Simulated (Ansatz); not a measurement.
This cell of ZrS$_{2}$ (CdI2 type) is off equilibrium:

```yaml
crystal:
  lattice:
    - [3.53091, 0.00000, 0.00000]
    - [-1.76546, 3.05786, 0.00000]
    - [0.00000, 0.00000, 5.55615]
  atoms:
    - { symbol: Zr, position: [0.00000, 0.00000, 0.00000] }
    - { symbol: S, position: [0.33333, 0.66667, 0.26945] }
    - { symbol: S, position: [0.66667, 0.33333, 0.73055] }
```

Level of theory: PBE-D3(BJ) (plane waves to 420 eV, PAW, scalar-relativistic; Ansatz, a first-principles code). k mesh 11×11×6 (Γ-centred), Fermi-Dirac smearing 0.05 eV. The energy includes the smearing's −TS. Stress and pressure are positive under compression. ZrS2 is run without spin polarisation. ZrS2 was relaxed with its symmetry unable to fall.

Give the stress tensor in GPa and the pressure.


```
   5.77     0.00     0.00
   0.00     5.77     0.00
   0.00     0.00     2.77
```
The pressure, a third of the trace, is 4.77 GPa.

It is the relaxed cell scaled evenly to V/V₀ = 0.917, atoms relaxed where free. What is its energy relative to the relaxed cell?

25.0 meV/atom.

(Under strain, the slope of the energy per volume gives the stress and its curvature an elastic modulus.)
